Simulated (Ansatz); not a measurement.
ZrPtTe3 in the borrowed LaGa3Cu type (No. 119): a relaxation of cell and atoms in the PAW code Ansatz (PBEsol). The starting cell was estimated from covalent radii.

```yaml
crystal:
  lattice:
    - [-2.47381096, 2.47381096, 6.11814901]
    - [2.47381096, -2.47381096, 6.11814901]
    - [2.47381096, 2.47381096, -6.11814901]
  atoms:
    - { symbol: Zr, position: [0.0, 0.0, 0.0] }
    - { symbol: Te, position: [0.61997879, 0.61997879, 0.0] }
    - { symbol: Te, position: [0.38002121, 0.38002121, 0.0] }
    - { symbol: Te, position: [0.75, 0.25, 0.5] }
    - { symbol: Pt, position: [0.25, 0.75, 0.5] }
kpoints:
  mp_grid: { grid: [6, 6, 6] }
hamiltonian:
  xc: pbesol
scf:
  occupations: { method: fermi_dirac, width: 0.03 }
relax:
  f_tol: 0.01
  cell: {}
  max_steps: 120
```

The trajectory has 22 recorded frames, each with fractional positions and then forces in eV/Å along x, y and z. The last, and any step after a large change of cell, is solved on a basis re-selected at its cell; pressure is positive in compression.

Step 1: energy 0.0 meV/atom from step 1, largest force component 0.246 eV/Å, pressure -6.49 GPa; a = 7.048 Å, b = 7.048 Å, c = 7.048 Å, α = 138.90°, β = 138.90°, γ = 59.52°
```
Zr 0.0000 0.0000 0.0000     0.000   0.000   0.000
Te 0.6200 0.6200 0.0000     0.000   0.000   0.246
Te 0.3800 0.3800 0.0000     0.000   0.000  -0.246
Te 0.7500 0.2500 0.5000     0.000   0.000   0.000
Pt 0.2500 0.7500 0.5000     0.000   0.000   0.000
```

Step 2: energy -80.1 meV/atom from step 1, largest force component 0.537 eV/Å, pressure +0.93 GPa; a = 6.809 Å, b = 6.809 Å, c = 6.809 Å, α = 139.57°, β = 139.57°, γ = 58.50°
```
Zr 0.0000 0.0000 0.0000     0.000   0.000   0.000
Te 0.6210 0.6210 0.0000     0.000   0.000  -0.537
Te 0.3790 0.3790 0.0000     0.000   0.000   0.537
Te 0.7500 0.2500 0.5000     0.000   0.000   0.000
Pt 0.2500 0.7500 0.5000     0.000   0.000   0.000
```

Step 3: energy -119.6 meV/atom from step 1, largest force component 0.185 eV/Å, pressure +0.52 GPa; a = 6.930 Å, b = 6.930 Å, c = 6.930 Å, α = 141.12°, β = 141.12°, γ = 56.15°
```
Zr 0.0000 0.0000 0.0000     0.000   0.000   0.000
Te 0.6151 0.6151 0.0000     0.000   0.000  -0.185
Te 0.3849 0.3849 0.0000     0.000   0.000   0.185
Te 0.7500 0.2500 0.5000     0.000   0.000   0.000
Pt 0.2500 0.7500 0.5000     0.000   0.000   0.000
```

Step 4: energy -223.6 meV/atom from step 1, largest force component 0.701 eV/Å, pressure +0.86 GPa; a = 7.142 Å, b = 7.142 Å, c = 7.142 Å, α = 143.74°, β = 143.74°, γ = 52.22°
```
Zr 0.0000 0.0000 0.0000     0.000   0.000   0.000
Te 0.6111 0.6111 0.0000     0.000   0.000  -0.701
Te 0.3889 0.3889 0.0000     0.000   0.000   0.701
Te 0.7500 0.2500 0.5000     0.000   0.000   0.000
Pt 0.2500 0.7500 0.5000     0.000   0.000   0.000
```

Step 5: energy -373.2 meV/atom from step 1, largest force component 0.423 eV/Å, pressure +0.20 GPa; a = 7.372 Å, b = 7.372 Å, c = 7.372 Å, α = 146.03°, β = 146.03°, γ = 48.80°
```
Zr 0.0000 0.0000 0.0000     0.000   0.000   0.000
Te 0.6051 0.6051 0.0000     0.000   0.000  -0.423
Te 0.3949 0.3949 0.0000     0.000   0.000   0.423
Te 0.7500 0.2500 0.5000     0.000   0.000   0.000
Pt 0.2500 0.7500 0.5000     0.000   0.000   0.000
```

Step 6: energy -540.2 meV/atom from step 1, largest force component 0.133 eV/Å, pressure +0.46 GPa; a = 7.606 Å, b = 7.606 Å, c = 7.606 Å, α = 148.21°, β = 148.21°, γ = 45.58°
```
Zr 0.0000 0.0000 0.0000     0.000   0.000   0.000
Te 0.5991 0.5991 0.0000     0.000   0.000   0.133
Te 0.4009 0.4009 0.0000     0.000   0.000  -0.133
Te 0.7500 0.2500 0.5000     0.000   0.000   0.000
Pt 0.2500 0.7500 0.5000     0.000   0.000   0.000
```

Step 7: energy -728.0 meV/atom from step 1, largest force component 0.529 eV/Å, pressure +3.22 GPa; a = 7.836 Å, b = 7.836 Å, c = 7.836 Å, α = 150.50°, β = 150.50°, γ = 42.21°
```
Zr 0.0000 0.0000 0.0000     0.000   0.000   0.000
Te 0.5976 0.5976 0.0000     0.000   0.000  -0.529
Te 0.4024 0.4024 0.0000     0.000   0.000   0.529
Te 0.7500 0.2500 0.5000     0.000   0.000   0.000
Pt 0.2500 0.7500 0.5000     0.000   0.000   0.000
```

Step 8: energy -860.1 meV/atom from step 1, largest force component 0.048 eV/Å, pressure +3.25 GPa; a = 8.089 Å, b = 8.089 Å, c = 8.089 Å, α = 152.15°, β = 152.15°, γ = 39.79°
```
Zr 0.0000 0.0000 0.0000     0.000   0.000   0.000
Te 0.5939 0.5939 0.0000     0.000   0.000  -0.048
Te 0.4061 0.4061 0.0000     0.000   0.000   0.048
Te 0.7500 0.2500 0.5000     0.000   0.000   0.000
Pt 0.2500 0.7500 0.5000     0.000   0.000   0.000
```

Step 9: energy -943.7 meV/atom from step 1, largest force component 0.104 eV/Å, pressure +2.02 GPa; a = 8.353 Å, b = 8.353 Å, c = 8.353 Å, α = 153.57°, β = 153.57°, γ = 37.73°
```
Zr 0.0000 0.0000 0.0000     0.000   0.000   0.000
Te 0.5924 0.5924 0.0000     0.000   0.000  -0.104
Te 0.4076 0.4076 0.0000     0.000   0.000   0.104
Te 0.7500 0.2500 0.5000     0.000   0.000   0.000
Pt 0.2500 0.7500 0.5000     0.000   0.000   0.000
```

Step 10: energy -970.4 meV/atom from step 1, largest force component 0.089 eV/Å, pressure -1.04 GPa; a = 8.632 Å, b = 8.632 Å, c = 8.632 Å, α = 154.76°, β = 154.76°, γ = 35.99°
```
Zr 0.0000 0.0000 0.0000     0.000   0.000   0.000
Te 0.5908 0.5908 0.0000     0.000   0.000  -0.089
Te 0.4092 0.4092 0.0000     0.000   0.000   0.089
Te 0.7500 0.2500 0.5000     0.000   0.000   0.000
Pt 0.2500 0.7500 0.5000     0.000   0.000   0.000
```

Step 11: energy -970.7 meV/atom from step 1, largest force component 0.030 eV/Å, pressure +0.90 GPa; a = 8.597 Å, b = 8.597 Å, c = 8.597 Å, α = 154.78°, β = 154.78°, γ = 35.96°
```
Zr 0.0000 0.0000 0.0000     0.000   0.000   0.000
Te 0.5905 0.5905 0.0000     0.000   0.000   0.030
Te 0.4095 0.4095 0.0000     0.000   0.000  -0.030
Te 0.7500 0.2500 0.5000     0.000   0.000   0.000
Pt 0.2500 0.7500 0.5000     0.000   0.000   0.000
```

Step 12: energy -971.1 meV/atom from step 1, largest force component 0.026 eV/Å, pressure -0.09 GPa; a = 8.609 Å, b = 8.609 Å, c = 8.609 Å, α = 154.74°, β = 154.74°, γ = 36.03°
```
Zr 0.0000 0.0000 0.0000     0.000   0.000   0.000
Te 0.5904 0.5904 0.0000     0.000   0.000   0.026
Te 0.4096 0.4096 0.0000     0.000   0.000  -0.026
Te 0.7500 0.2500 0.5000     0.000   0.000   0.000
Pt 0.2500 0.7500 0.5000     0.000   0.000   0.000
```

Step 13: energy -971.1 meV/atom from step 1, largest force component 0.002 eV/Å, pressure +0.01 GPa; a = 8.604 Å, b = 8.604 Å, c = 8.604 Å, α = 154.72°, β = 154.72°, γ = 36.05°
```
Zr 0.0000 0.0000 0.0000     0.000   0.000   0.000
Te 0.5905 0.5905 0.0000     0.000   0.000   0.002
Te 0.4095 0.4095 0.0000     0.000   0.000  -0.002
Te 0.7500 0.2500 0.5000     0.000   0.000   0.000
Pt 0.2500 0.7500 0.5000     0.000   0.000   0.000
```

Step 14: energy -1054.8 meV/atom from step 1, largest force component 0.038 eV/Å, pressure +4.30 GPa; a = 8.604 Å, b = 8.604 Å, c = 8.604 Å, α = 154.72°, β = 154.72°, γ = 36.05°
```
Zr 0.0000 0.0000 0.0000     0.000   0.000   0.000
Te 0.5905 0.5905 0.0000     0.000   0.000  -0.038
Te 0.4095 0.4095 0.0000     0.000   0.000   0.038
Te 0.7500 0.2500 0.5000     0.000   0.000   0.000
Pt 0.2500 0.7500 0.5000     0.000   0.000   0.000
```

Step 15: energy -1109.4 meV/atom from step 1, largest force component 0.009 eV/Å, pressure +3.16 GPa; a = 8.888 Å, b = 8.888 Å, c = 8.888 Å, α = 155.76°, β = 155.76°, γ = 34.54°
```
Zr 0.0000 0.0000 0.0000     0.000   0.000   0.000
Te 0.5888 0.5888 0.0000     0.000   0.000  -0.009
Te 0.4112 0.4112 0.0000     0.000   0.000   0.009
Te 0.7500 0.2500 0.5000     0.000   0.000   0.000
Pt 0.2500 0.7500 0.5000     0.000   0.000   0.000
```

Step 16: energy -1140.3 meV/atom from step 1, largest force component 0.012 eV/Å, pressure +1.76 GPa; a = 9.171 Å, b = 9.171 Å, c = 9.171 Å, α = 156.63°, β = 156.63°, γ = 33.29°
```
Zr 0.0000 0.0000 0.0000     0.000   0.000   0.000
Te 0.5873 0.5873 0.0000     0.000   0.000  -0.012
Te 0.4127 0.4127 0.0000     0.000   0.000   0.012
Te 0.7500 0.2500 0.5000     0.000   0.000   0.000
Pt 0.2500 0.7500 0.5000     0.000   0.000   0.000
```

Step 17: energy -1152.7 meV/atom from step 1, largest force component 0.014 eV/Å, pressure +0.46 GPa; a = 9.451 Å, b = 9.451 Å, c = 9.451 Å, α = 157.38°, β = 157.38°, γ = 32.20°
```
Zr 0.0000 0.0000 0.0000     0.000   0.000   0.000
Te 0.5856 0.5856 0.0000     0.000   0.000  -0.014
Te 0.4144 0.4144 0.0000     0.000   0.000   0.014
Te 0.7500 0.2500 0.5000     0.000   0.000   0.000
Pt 0.2500 0.7500 0.5000     0.000   0.000   0.000
```

Step 18: energy -1153.7 meV/atom from step 1, largest force component 0.023 eV/Å, pressure -0.06 GPa; a = 9.576 Å, b = 9.576 Å, c = 9.576 Å, α = 157.69°, β = 157.69°, γ = 31.75°
```
Zr 0.0000 0.0000 0.0000     0.000   0.000   0.000
Te 0.5846 0.5846 0.0000     0.000   0.000   0.023
Te 0.4154 0.4154 0.0000     0.000   0.000  -0.023
Te 0.7500 0.2500 0.5000     0.000   0.000   0.000
Pt 0.2500 0.7500 0.5000     0.000   0.000   0.000
```

Step 19: energy -1153.7 meV/atom from step 1, largest force component 0.005 eV/Å, pressure -0.01 GPa; a = 9.564 Å, b = 9.564 Å, c = 9.564 Å, α = 157.67°, β = 157.67°, γ = 31.79°
```
Zr 0.0000 0.0000 0.0000     0.000   0.000   0.000
Te 0.5849 0.5849 0.0000     0.000   0.000  -0.005
Te 0.4151 0.4151 0.0000     0.000   0.000   0.005
Te 0.7500 0.2500 0.5000     0.000   0.000   0.000
Pt 0.2500 0.7500 0.5000     0.000   0.000   0.000
```

Step 20: energy -1154.8 meV/atom from step 1, largest force component 0.005 eV/Å, pressure +0.07 GPa; a = 9.564 Å, b = 9.564 Å, c = 9.564 Å, α = 157.67°, β = 157.67°, γ = 31.79°
```
Zr 0.0000 0.0000 0.0000     0.000   0.000   0.000
Te 0.5849 0.5849 0.0000     0.000   0.000  -0.005
Te 0.4151 0.4151 0.0000     0.000   0.000   0.005
Te 0.7500 0.2500 0.5000     0.000   0.000   0.000
Pt 0.2500 0.7500 0.5000     0.000   0.000   0.000
```

Step 21: energy -1154.8 meV/atom from step 1, largest force component 0.000 eV/Å, pressure +0.02 GPa; a = 9.586 Å, b = 9.586 Å, c = 9.586 Å, α = 157.72°, β = 157.72°, γ = 31.71°
```
Zr 0.0000 0.0000 0.0000     0.000   0.000   0.000
Te 0.5847 0.5847 0.0000     0.000   0.000   0.000
Te 0.4153 0.4153 0.0000     0.000   0.000   0.000
Te 0.7500 0.2500 0.5000     0.000   0.000   0.000
Pt 0.2500 0.7500 0.5000     0.000   0.000   0.000
```

Step 22: energy -1154.8 meV/atom from step 1, largest force component 0.000 eV/Å, pressure +0.01 GPa; a = 9.586 Å, b = 9.586 Å, c = 9.586 Å, α = 157.72°, β = 157.72°, γ = 31.71°
```
Zr 0.0000 0.0000 0.0000     0.000   0.000   0.000
Te 0.5847 0.5847 0.0000     0.000   0.000   0.000
Te 0.4153 0.4153 0.0000     0.000   0.000   0.000
Te 0.7500 0.2500 0.5000     0.000   0.000   0.000
Pt 0.2500 0.7500 0.5000     0.000   0.000   0.000
```

The walk took 19 steps and changed the volume by -15.5 %. The last SCF, on a fresh basis, lies 1155 meV an atom below the first. Final cell: the symmetry is I-4m2 (No. 119, tetragonal); a = 3.704 Å, c = 18.442 Å in the conventional setting, 25.30 Å³ an atom. Zr is surrounded by 8 Te at 3.05 Å; Te is surrounded by 4 Zr at 3.05 Å and 1 Te at 3.12 Å; Te is surrounded by 4 Pt at 2.62 Å; Pt is surrounded by 4 Te at 2.62 Å.

Command: `ansatz run input.yaml --threads 2 --pin off --max-ram 2211MiB --backend cpu --events-out ev --progress --plain --runs-dir out`.

**Question.** It ran on 2 threads of Arm Neoverse V1, on a shared host, load about 0.8 per core. About how long did it take, and what peak of host memory did it reach?

**Answer.** About 3.3 min, with a peak of 0.51 GiB.

(Calculated; spin-unpolarised; the phase may be known or hypothetical.)

Overlapping bands make a metal at that level, for which these meshes are coarse; small forces, stresses and energy differences are uncertain. A small overlap in a semilocal functional can be an artefact that a hybrid or GW lifts.
